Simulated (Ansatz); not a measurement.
**What a trial cell of BP₄ relaxes into**

Theory: Ansatz, DFT PBE, scalar-relativistic, plane waves, PAW. Cutoff 420 eV, Gaussian smearing, Γ-centred meshes. Cell and atoms relax first on a coarse mesh and then on a finer one. In between, the cell is made exact in the group found at 0.06 Å. In metals the finer mesh still leaves noise of several meV/atom or more. The steps can't lower the symmetry of their start. No spin polarisation.

The cell of BP₄ is invented: random cell by space group and Wyckoff sites (P-3m1, No. 164). The dimensions are guesses.

Space group P-3m1 (No. 164). a = 4.204 Å, b = 4.204 Å, c = 6.243 Å, α = 90.00°, β = 90.00°, γ = 120.00°
| atom | site | symmetry | x | y | z |
| --- | --- | --- | --- | --- | --- |
| B | 1b | -3m. | 0.0000 | 0.0000 | 0.5000 |
| P | 2d | 3m. | 0.3333 | 0.6667 | 0.1563 |
| P | 2d | 3m. | 0.3333 | 0.6667 | 0.7803 |

The zero of energy is the elements' standard structures at the same level; no fitted shifts are applied. The references include black phosphorus.

Task: Which structure results?

Result: The symmetry goes from P-3m1 (No. 164) to P6/mmm (No. 191). The volume per atom shrinks by 23.4 %, from 19.1 to 14.6 Å³. The shortest distance goes from 2.35 Å (P–P) to 2.28 Å (P–P). The energy falls by about 0.36 eV/atom (the start's value is from the coarse mesh). Conventional cell: a = 4.133 Å, c = 4.947 Å. Around B lie 12 P at 2.65 Å; around P lie 4 P at 2.28–2.39 Å, 3 B at 2.65 Å and 1 P at 2.66 Å.

```cif
data_structure
_symmetry_space_group_name_H-M 'P 1'
_symmetry_Int_Tables_number 1
_cell_length_a 4.1332
_cell_length_b 4.1332
_cell_length_c 4.9472
_cell_angle_alpha 90.000
_cell_angle_beta 90.000
_cell_angle_gamma 120.000
_cell_volume 73.19
loop_
_atom_site_label
_atom_site_type_symbol
_atom_site_fract_x
_atom_site_fract_y
_atom_site_fract_z
_atom_site_occupancy
B1 B 0.00000 0.00000 0.50000 1
P1 P 0.33333 0.66667 0.26915 1
P2 P 0.66667 0.33333 0.73085 1
P3 P 0.33333 0.66667 0.73085 1
P4 P 0.66667 0.33333 0.26915 1
```

Task: Give its energy and gap.

Result:

* Energy over the elements: +0.86 eV/atom
* Gap on the 12×12×8 mesh of the 5-atom cell: 0 eV (a metal)

A positive value: parting into the elements would lower its energy.

The last run used Gaussian smearing of 0.10 eV. An odd number of electrons in the primitive cell allows no gap without spin; a larger cell or a magnetic state could open one. The cell is a metal run without spin; a magnetic state may lie lower. The reference form of P is held partly by dispersion forces, which this level lacks. A structure relaxed within its symmetry needn't be a true minimum. Another cell of BP4 relaxed alike, in P-6m2, lies 0.45 eV/atom lower, so this cell isn't the stable form at this level.
